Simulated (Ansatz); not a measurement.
Input:

PbSe:
```cif
data_Pb4Se4
_chemical_formula_sum 'Pb4 Se4'
_space_group_name_H-M_alt 'Fm-3m'
_space_group_IT_number 225
_space_group_name_Hall '-F 4 2 3'
_cell_length_a 6.21719
_cell_length_b 6.21719
_cell_length_c 6.21719
_cell_angle_alpha 90.000
_cell_angle_beta 90.000
_cell_angle_gamma 90.000
loop_
_atom_site_label
_atom_site_type_symbol
_atom_site_symmetry_multiplicity
_atom_site_Wyckoff_symbol
_atom_site_fract_x
_atom_site_fract_y
_atom_site_fract_z
_atom_site_occupancy
Pb1 Pb 4 b 0.50000 0.50000 0.50000 1
Se1 Se 4 a 0.00000 0.00000 0.00000 1
```
(The calculation used a cell of 2 atoms; values per cell refer to that cell.)

This is the PBE-relaxed structure.

Task: All from PBE in the plane-wave PAW code Ansatz, unless another level is named. Estimate the formation energy from the elements (no fitted shifts).

Result: -0.56 eV/atom.

Task: Give the band gap.

Result: 0.43 eV (direct).

Task: What about the valence-band maximum?

Result: at L.

Task: Predict the weight of the valence-edge state by species (Voronoi cells).

Result: Se 70 %, Pb 30 %.

The cell was relaxed with PBE under the symmetry of its start. The references are the lowest solids computed at this level, not always the standard phases. Spin–orbit coupling is left out wherever it is not named.

Potentials: the later of the program's two PAW sets.
